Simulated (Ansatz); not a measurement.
Relaxed SiC (wurtzite):

```xyz
4
Lattice="3.0759 0.0000 0.0000 -1.5380 2.6638 0.0000 0.0000 0.0000 5.0477" Properties=species:S:1:pos:R:3 pbc="T T T"
Si     1.5380     0.8879     0.0026
Si     0.0000     1.7759     2.5264
C      1.5380     0.8879     3.1532
C      0.0000     1.7759     0.6294
```

In each cell atom 1 (Si, nearest neighbour C at 1.883 Å; its periodic images, 3.1 Å or more away, move with it) moves by s·(0.577, 0.577, 0.577) (along Cartesian [111]), the rest being held.

The numbers are results of PBEsol (plane waves to 420 eV, PAW, scalar-relativistic; Ansatz, an electronic-structure program), not measurements. k mesh 10×10×5 (Γ-centred), Fermi-Dirac smearing 0.05 eV. The energy includes the smearing's −TS. SiC was relaxed with its symmetry unable to fall. The zero of ΔE is the undisplaced structure.

**Question.** Give the computed ΔE (eV/cell) at s (Å) = -0.380, -0.304, -0.152, -0.076, 0.076, 0.152, 0.228, 0.380.

**Answer.** 
| s (Å) | ΔE (eV/cell) |
|---|---|
| -0.380 | 1.259 |
| -0.304 | 0.845 |
| -0.152 | 0.233 |
| -0.076 | 0.061 |
| 0.076 | 0.068 |
| 0.152 | 0.287 |
| 0.228 | 0.687 |
| 0.380 | 2.184 |

(For displaced atoms, the force is minus the slope of the energy, and its curvature is a force constant, which sets phonon frequencies.)
